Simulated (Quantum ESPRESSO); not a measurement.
## Calculated data, MgAl3N4 (made-up cell)

Computed with Quantum ESPRESSO 7.5. Calculation on a made-up crystal cell, not a measurement: periodic Kohn-Sham density functional theory in plane waves with PseudoDojo standard norm-conserving scalar-relativistic pseudopotentials, each functional with its own files (v0.5 for PBE, v0.4.1 for LDA and PBEsol), no spin polarisation, no spin-orbit coupling, atoms not relaxed, stress positive in tension, energies less a fixed whole-eV offset for each atom's element; levels are Kohn-Sham levels at fractions of this cell's reciprocal vectors, counted from the reference band (half the neutral cell's valence electrons, rounded up) at Gamma; error bars cover cutoff and k-mesh only, not smearing or the files; added strain carries the atoms with the cell, and shear is the tensor component; each bar is the largest change over components, and at least 0.002 eV, 0.002 eV per angstrom or 0.02 GPa; energies are for the whole cell, and the offsets were chosen from early runs and are not element reference energies.

```cif
# cell vector a (Å): 4.1471 0.0000 0.0000
# cell vector b (Å): 0.0000 4.1471 0.0000
# cell vector c (Å): 0.0000 0.0000 4.1471
data_MgAl3N4
_symmetry_space_group_name_H-M 'P 1'
_symmetry_Int_Tables_number 1
_cell_length_a 4.1471
_cell_length_b 4.1471
_cell_length_c 4.1471
_cell_angle_alpha 90.000
_cell_angle_beta 90.000
_cell_angle_gamma 90.000
_cell_volume 71.32
loop_
_atom_site_label
_atom_site_type_symbol
_atom_site_fract_x
_atom_site_fract_y
_atom_site_fract_z
_atom_site_occupancy
Al1 Al 0.99067 0.00434 0.00465 1
Mg1 Mg 0.99790 0.49912 0.49543 1
Al2 Al 0.50795 0.99916 0.50510 1
Al3 Al 0.51050 0.50037 0.00022 1
N1 N 0.49760 0.00639 0.99195 1
N2 N 0.50524 0.50252 0.50508 1
N3 N 0.00543 0.00116 0.50329 1
N4 N 0.00234 0.49654 0.00258 1
_calc_lattice_type 'rocksalt'
_calc_functional 'pbe'
_calc_cutoff 1143  # eV
_calc_fermi_dirac_smearing 0.1  # eV
_calc_scf_tolerance 1e-07  # eV
_calc_electrons_removed 0
_calc_added_strain_kind 'zz'
_calc_added_strain -0.0075
_calc_k_mesh '6 x 6 x 6, shifted by half a step'
_calc_structure_shown 'before the added strain of -0.0075'
_calc_free_energy_less_offsets -0.8011  # eV
_calc_smearing_term_minus_ts -0.1138  # eV
_calc_scf_iterations 11
_calc_pressure 0.153  # GPa
_calc_stress_xx 0.5584  # GPa
_calc_stress_yy 0.5216  # GPa
_calc_stress_zz -1.539  # GPa
_calc_stress_yz -0.02088  # GPa
_calc_stress_xz 0.01466  # GPa
_calc_stress_xy 0.009552  # GPa
_calc_fermi_level -0.502  # eV
_calc_reference_band 20
_calc_error_bar_energy 0.004652  # eV
_calc_error_bar_stress 0.02  # GPa
_calc_error_bar_force 0.01038  # eV/angstrom
_calc_error_bar_next_band_up 0.002  # eV
_calc_error_bar_fermi_level 0.002559  # eV
_calc_error_bars_from 'tighter rerun of this cell'
```

Atoms:
```csv
atoms element,atom site,atom energy offset (eV)
Al,1,-64
Mg,2,-1617
Al,3,-64
Al,4,-64
N,5,-283
N,6,-283
N,7,-283
N,8,-283
```

Forces:
```csv
site,x (eV/Å),y (eV/Å),z (eV/Å)
1,0.6921,-0.1607,-0.1908
2,0.6032,0.1387,0.4757
3,-0.4525,0.07746,-0.2124
4,-0.5711,0.07841,0.009084
5,0.2952,-0.3383,0.7033
6,-0.2608,0.009521,-0.3403
7,-0.2386,-0.1243,-0.2019
8,-0.06763,0.3193,-0.2427
```

Levels:
```csv
level k point,next band up (eV)
Gamma,3.789
"(1/2,1/2,1/2)",5.471
"(0.15,0,0)",4.224
"(0,0.15,0)",4.221
"(0,0,0.15)",4.202
```
